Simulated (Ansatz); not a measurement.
## ScHg under compression and expansion

```
Sc Hg
1.0
     3.48000    0.00000    0.00000
     0.00000    3.48000    0.00000
     0.00000    0.00000    3.48000
Sc Hg
1 1
Direct
  0.50000 0.50000 0.50000
  0.00000 0.00000 0.00000
```

Conventional cell: a = 3.480 Å, b = 3.480 Å, c = 3.480 Å, α = 90.00°, β = 90.00°, γ = 90.00°. Sc (atom 1) is surrounded by 8 Hg at 3.01 Å. Hg (atom 2) has 8 Sc at 3.01 Å as nearest neighbours.

The cell is COD entry 1522352, as deposited and not checked against the literature; nothing was relaxed.

Spin polarisation is left out, and whether a magnetic state lies lower isn't shown here.

No spin–orbit coupling, which matters for the heavy atoms here.

Methods: DFT, PBEsol, all-electron LAPW, scalar-relativistic (Ansatz 0.2.0); DFT, PBEsol, PAW with Ansatz's default frozen-core files, scalar-relativistic (Ansatz 0.2.0).

For LAPW: a Γ-centred 12×12×12 k mesh, Fermi–Dirac smearing of 0.08 eV, basis error target 0.5 meV/atom, no spin polarisation. PAW takes a cutoff of 420 eV at this cell (files made with PBE, cores remade for this functional). The Ansatz runs share mesh, smearing and spin set-up. Plane-wave (PAW) pressures include the program's estimate of the Pulay term.

The cell above is scaled evenly, with fractional coordinates and shape held.

```csv
V/V(cell),V (Å³/atom),"P, LAPW (GPa)","P, PAW (GPa)","free energy over the lowest listed, PAW (meV/atom)"
0.9400,19.808,5.02,5.01,15.4
0.9600,20.229,2.81,2.80,5.2
0.9800,20.651,0.83,0.83,0.5
0.9900,20.861,-0.07,-0.08,0.0
1.0000,21.072,-0.92,-0.93,0.7
1.0100,21.283,-1.73,-1.74,2.4
1.0200,21.494,-2.49,-2.50,5.2
1.0400,21.915,-3.89,-3.90,13.7
1.0600,22.336,?,?,?
```

Question: Fill in the row V/V(cell) = 1.0600.

Answer: P, LAPW (GPa) = -5.14, P, PAW (GPa) = -5.15, free energy over the lowest listed, PAW (meV/atom) = 25.6.

Question: What do Birch–Murnaghan fits to the pressures give?

Answer: LAPW: V0 = 20.84 Å³/atom, B0 = 87 GPa, B0′ = 4.7; PAW: V0 = 20.84 Å³/atom, B0 = 87 GPa, B0′ = 4.7.

PAW's V0 lies -0.01 % from the all-electron value and its B0 0.0 %. Symmetry fixes shape and coordinates here, so this is the relaxed modulus.
